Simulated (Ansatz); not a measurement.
Cell and atoms are relaxed with the symmetry kept. Start:

```yaml
crystal:
  lattice:
    - [-2.08300, 2.08300, 6.57300]
    - [2.08300, -2.08300, 6.57300]
    - [2.08300, 2.08300, -6.57300]
  atoms:
    - { symbol: Rb, position: [0.34510, 0.34510, 0.00000] }
    - { symbol: Rb, position: [0.65490, 0.65490, 0.00000] }
    - { symbol: Ni, position: [0.00000, 0.00000, 0.00000] }
    - { symbol: O, position: [0.12730, 0.12730, 0.00000] }
    - { symbol: O, position: [0.87270, 0.87270, 0.00000] }
```

Level of theory: Ansatz 0.2.0, DFT PBEsol, scalar-relativistic, plane waves, PAW.

Plane waves to 420 eV, a k mesh through Γ of 10×10×10 on the computed 5-atom cell and Gaussian smearing (0.02 eV); collinear spin from starting moments 0 0 1.29 0.34 0.34 μB.

**Question.** What does it relax to?

**Answer.** The volume drops by 0.74 Å³/atom to 22.08 Å³/atom, and the energy falls by 5.6 meV/atom. The cell ends with a moment of 2.00 μB (only this magnetic start was tried). Final structure:
```cif
data_structure
_symmetry_space_group_name_H-M 'I4/mmm'
_symmetry_Int_Tables_number 139
_cell_length_a 4.1295
_cell_length_b 4.1295
_cell_length_c 12.9476
_cell_angle_alpha 90.000
_cell_angle_beta 90.000
_cell_angle_gamma 90.000
_cell_volume 220.79
loop_
_atom_site_label
_atom_site_type_symbol
_atom_site_symmetry_multiplicity
_atom_site_Wyckoff_symbol
_atom_site_fract_x
_atom_site_fract_y
_atom_site_fract_z
_atom_site_occupancy
Rb1 Rb 4 e 0.00000 0.00000 0.34996 1
Ni1 Ni 2 a 0.00000 0.00000 0.00000 1
O1 O 4 e 0.00000 0.00000 0.12987 1
```

The cell holds one magnetic atom, so it can only be ferromagnetic; an antiferromagnetic order may lie lower.